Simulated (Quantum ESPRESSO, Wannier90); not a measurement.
**BaTiO3 (Amm2), plane waves to Wannier functions**

Materials Project entry mp-5777; symmetrised, unrelaxed at this level. COD (Crystallography Open Database) has the formula in 5 space groups, this one among them (matched by group alone). Computed values, not measurements, from LDA: Quantum ESPRESSO (norm-conserving PseudoDojo potentials, cutoff 68 Ry, no spin polarisation, no spin-orbit coupling) on a Γ-centred 8×8×8 mesh, then Wannier90. Density: 8×8×8 mesh, cold smearing 0.01 Ry. Spin-orbit coupling is left out although heavy elements are present.

```
begin unit_cell_cart
ang
    3.9833300000    0.0000000000    0.0000000000
    0.0000000000    2.8625950000    2.8753400000
    0.0000000000   -2.8625950000    2.8753400000
end unit_cell_cart
mp_grid = 8 8 8
```

Q: Which shells of neighbouring k-points and which b-vectors and weights does Wannier90 pick for this cell and mesh?

A: 
```
 *---------------------------------- K-MESH ----------------------------------*
 +----------------------------------------------------------------------------+
 |                    Distance to Nearest-Neighbour Shells                    |
 |                    ------------------------------------                    |
 |          Shell             Distance (Ang^-1)          Multiplicity         |
 |          -----             -----------------          ------------         |
 |             1                   0.193576                      4            |
 |             2                   0.197171                      2            |
 |             3                   0.273150                      2            |
 |             4                   0.274366                      2            |
 |             5                   0.276312                      8            |
 |             6                   0.336879                      4            |
 |             7                   0.337865                      4            |
 |             8                   0.387153                      4            |
       ... (lines left out)
 +----------------------------------------------------------------------------+
 | The b-vectors are chosen automatically                                     |
 | The following shells are used:                       1,  2,  3             |
 +----------------------------------------------------------------------------+
 |                        Shell   # Nearest-Neighbours                        |
 |                        -----   --------------------                        |
 |                          1               4                                 |
 |                          2               2                                 |
 |                          3               2                                 |
 +----------------------------------------------------------------------------+
 | Completeness relation is fully satisfied [Eq. (B1), PRB 56, 12847 (1997)]  |
 +----------------------------------------------------------------------------+
 |                  b_k Vectors (Ang^-1) and Weights (Ang^2)                  |
 |                  ----------------------------------------                  |
 |            No.         b_k(x)      b_k(y)      b_k(z)        w_b           |
 |            ---        --------------------------------     --------        |
 |             1         0.000000   -0.137183    0.136575    13.284342        |
 |             2         0.000000    0.137183    0.136575    13.284342        |
 |             3         0.000000    0.137183   -0.136575    13.284342        |
 |             4         0.000000   -0.137183   -0.136575    13.284342        |
 |             5         0.197171    0.000000    0.000000    12.861239        |
 |             6        -0.197171    0.000000    0.000000    12.861239        |
 |             7         0.000000    0.000000    0.273150     0.059277        |
 |             8         0.000000    0.000000   -0.273150     0.059277        |
```
